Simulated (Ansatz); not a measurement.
**Li: levels along high-symmetry lines**

```
CELL_PARAMETERS angstrom
-1.75000 1.75000 1.75000
1.75000 -1.75000 1.75000
1.75000 1.75000 -1.75000
ATOMIC_POSITIONS crystal
Li 0.00000 0.00000 0.00000
```

Structure: COD 9011628, as refined from experiment and not relaxed.

Computed with Ansatz 0.2.0, DFT, LDA, all-electron LAPW, scalar-relativistic.

The runs use a Γ-centred 13×13×13 k mesh, Fermi–Dirac smearing of 0.05 eV, basis error target 0.25 meV/atom, no spin polarisation.

Points in fractions of the reciprocal vectors of this cell: Γ (0, 0, 0), H (0.5, -0.5, 0.5), N (0, 0, 0.5), P (0.25, 0.25, 0.25). The path joins them by straight lines in the order Γ–H–N–Γ–P–H–P–N; legs that retrace an earlier one aren't tabulated. Energies are in eV from the Fermi level.

Problem. Is there a gap?

Solution. none: with an odd electron count and no spin polarisation the bands can't all be full, a metal in this set-up (spin order or a larger cell could open a gap).

Problem. List the levels between -5 and 5 eV at the symmetry points.

Solution. 
Γ: -3.49
H: none in this range
N: 0.19, 3.05
P: 3.21 (×3)
